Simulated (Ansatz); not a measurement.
With the program Ansatz at the PBEsol level (PAW), Si2Ni in the trigonal phase (P-3m1; Ni on 1a, Si on 2d) relaxes to a = 2.847 Å, c = 5.292 Å. Ni has 6 nearest neighbours from 2.34 Å (octahedral). Its formation energy from the elements is -0.23 eV/atom, with no fitted shifts.

Electronic character: metallic (no gap). The magnetic state found is non-magnetic (starting moments vanished).

An equation-of-state fit gives a bulk modulus of 1370 kbar. The highest mode at Γ lies at 423 cm⁻¹.

The start of the workflow was typed in or built on a structure type; neither database checked (COD, Materials Project) lists it. It is not the phase usual at ambient conditions (space group No. 225). The cell was relaxed with PBEsol under the symmetry of its start; whether a distortion lowers the energy is not shown. The workflow began spin-polarised and lost its moments. The volume moved by -27 % from the start of the relaxation. As this level gives no gap, phonon frequencies hold no LO–TO term and depend on the k-mesh and smearing (Fermi–Dirac, 0.1 eV here). The references are the lowest solids computed at this level, not always the standard phases.

Potentials: the earlier of the program's two PAW sets. The files were generated under PBE; for other functionals the program regenerates the frozen cores, and for LDA and PBEsol the local potential too.
